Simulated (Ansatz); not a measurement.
**Surface calculation: hcp Co (0001), 7 layers**

The slab is cut from the hcp crystal, the stable phase, as relaxed on PAW files (10.86 Å³/atom), with 16 Å of vacuum and a dipole correction:

```
Co
1.0
     2.49304    0.00000    0.00000
    -1.24652    2.15904    0.00000
     0.00000    0.00000   28.11080
Co
7
Direct
  0.00000 0.00000 0.28459
  0.33333 0.66667 0.35639
  0.00000 0.00000 0.42820
  0.33333 0.66667 0.50000
  0.00000 0.00000 0.57180
  0.33333 0.66667 0.64361
  0.00000 0.00000 0.71541
```

Computed with Ansatz 0.2.0; functional PBE, scalar-relativistic. Settings: a Γ-centred 15×15×1 k mesh, Fermi–Dirac smearing of 0.1 eV, spin-polarised from start moments Co1 1.7, Co2 1.7, Co3 1.7, Co4 1.7, Co5 1.7, Co6 1.7, Co7 1.7 μB. Methods: LAPW: all electrons, basis error target 1 meV/atom; PAW: frozen-core files, cutoff 420 eV.

The bulk energy comes from a cell in the slab's orientation on a 15×15×8 mesh. The surface energy is (E(slab) − N·E(bulk))/2A at zero smearing, the mean of both faces; thin slabs carry quantum-size effects.

The magnetic state is the one reached from the start moments; other orders weren't searched.

Q: As cut, the LAPW slab lies 1.462 eV above 7 atoms of bulk. What surface energy is that?

A: Over two faces of 5.38 Å² it is 135.8 meV/Å², and times 16.02 J/m² per eV/Å² that gives γ = 2.176 J/m².

```csv
method,γ as cut (J/m²),γ relaxed (J/m²),Φ as cut (eV),Φ relaxed (eV)
LAPW,2.176,2.137,4.99,4.96
```

Q: How do the spacings between the planes relax (positions relaxed on PAW files)?

A: From the bottom face up: d12 -2.9 % of 2.018 Å, d23 +1.2 % of 2.018 Å, d34 -0.3 % of 2.018 Å, d45 -0.3 % of 2.018 Å, d56 +1.2 % of 2.018 Å, d67 -2.9 % of 2.018 Å.

Q: How do the moments vary through the slab?

A: Co1 1.78, Co2 1.71, Co3 1.67, Co4 1.68, Co5 1.67, Co6 1.71, Co7 1.78 μB in the LAPW spheres; the bulk has Co 1.68 μB.
